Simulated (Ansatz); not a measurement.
Input and command of a calculation in Ansatz (plane waves; scalar-relativistic PAW potentials unless the input names others):

```yaml
crystal:
  lattice:
    - [3.2805195245, 0.0, 1.0e-10]
    - [0.0, 3.2805195245, -1.0e-10]
    - [1.6402597622, -1.6402597622, 1.5303159383]
  atoms:
    - { symbol: W, position: [0.0, 0.0, 0.0] }
kpoints:
  mp_grid: { grid: [11, 11, 22] }
hamiltonian:
  xc: pbesol
scf:
  occupations: { method: gaussian, width: 0.05 }
output:
  forces: true
  eigenvalues: true
  stress: true
accuracy: medium
```

```bash
ansatz run input.yaml --threads 2 --pin off --max-ram 5120MiB --backend cpu --events-out ev --progress --plain --runs-dir out
```

Abridged log:
```
Pseudopotentials: kind: paw
Pseudopotential: W, paw, valence charge 14, recommended cutoff 420 eV (normal)
Functional definition: PBEsol
Crystal: 1 atom, lattice volume = 16.469 Å³
Basis set: ecut = 420 eV, 321 PW (Γ), exchange–correlation on 48×48×40 points (8 copies of the dense FFT grid, shifted against one another)
Bands: 11, of which v1, the nominal top of the filled ones, is band 7 counted from 1 (6 counted from 0)
Symmetry: 16 space group operations
Space group: I4/mmm (ITA 139), of the structure as read, at distance tolerance 2.5e-5 Å
k-points: 252 of 2662
Initial density: superposition of atomic densities (neutral atoms: chi_scale 0, normalization atom), corrected by the library's trained network
Initial wavefunctions: pseudopotential atomic-orbital guess
Functional: x = pbesol(κ = 0.804, μ = 0.12345679), c = pbesol(β = 0.046)
SCF iter   1: F=—  HF=-10256.481471 eV  |F-HF|=—  |Δ(HF+E_count)|=         —  Δρ=3.51e-3  dr2=8.60e-4  ethr=1.77e-3  ⟨swp⟩=5.1  Hψ=14725  notcnv=0
SCF iter   2: F=—  HF=-10256.481095 eV  |F-HF|=—  |Δ(HF+E_count)|=   3.76e-4  Δρ=1.60e-3  dr2=1.27e-4  ethr=6.14e-6  ⟨swp⟩=2.3  Hψ=5675  notcnv=0
SCF iter   3: F=—  HF=-10256.481122 eV  |F-HF|=—  |Δ(HF+E_count)|=   2.67e-5  Δρ=3.14e-4  dr2=5.44e-6  ethr=9.05e-7  ⟨swp⟩=2.2  Hψ=4087  notcnv=0
SCF iter   4: F=—  HF=-10256.481122 eV  |F-HF|=—  |Δ(HF+E_count)|=   5.03e-7  Δρ=6.90e-5  dr2=2.04e-7  ethr=3.89e-8  ⟨swp⟩=3.0  Hψ=4577  notcnv=0
SCF iter   5: F=-10256.481122 eV  HF=-10256.481122 eV  |F-HF|=1.75e-9  |Δ(HF+E_count)|=   1.17e-7  Δρ=5.49e-6  dr2=3.02e-9  ethr=1.46e-9  ⟨swp⟩=1.0  Hψ=2756  notcnv=0
SCF iter   6: F=-10256.481122 eV  HF=-10256.481122 eV  |F-HF|=7.82e-11  |Δ(HF+E_count)|=  6.89e-10  Δρ=9.08e-7  dr2=9.94e-11  ethr=2.16e-11  ⟨swp⟩=2.2  Hψ=8787  notcnv=0
SCF 1 converged in 6 iterations: F = -10256.481122 eV  dr2 = 9.94e-11
SCF converged after 6 iterations
Free energy (F): -10256.481122 eV
Harris-Foulkes:  -10256.481122 eV  (|F-HF|=7.82e-11)
Internal energy: -10256.480590 eV  (E = F + TS)
E sigma→0 (E₀):  -10256.480856 eV
Entropy (-TS):   -0.000532 eV (-0.532 meV/atom)
Fermi energy:    21.498105 eV
--- Forces (eV/Å), atoms counted from 1 ---
  atom   1  W      0.00000000     0.00000000     0.00000000
--- Stress (GPa, compression-positive) ---
      -20.370731       0.000000       0.000000
        0.000000     -20.370731       0.000000
        0.000000       0.000000      -0.011608
  P = ⅓ Tr σ = -13.5844 GPa (-135.844 kbar)
```

Apart from outputs, empty bands and the relaxation, which only the reference makes, the input differs from a reference run on usual settings in scf.occupations.width: 0.1 → 0.05; accuracy: not typed → "medium"; basis.ecutwfc: 420 → not typed. The reference, at the same geometry, ended its own course with pressure -13.59 GPa, largest force 0.000 eV/Å, no gap on the mesh. This run converged in 6 SCF iterations with an energy at zero smearing 0.06 meV/atom below the reference's, pressure -13.58 GPa, largest force 0.000 eV/Å, no gap on the mesh.

The run took 1.2 s on 2 threads of Arm Neoverse V2 (shared host), peak memory 0.31 GiB.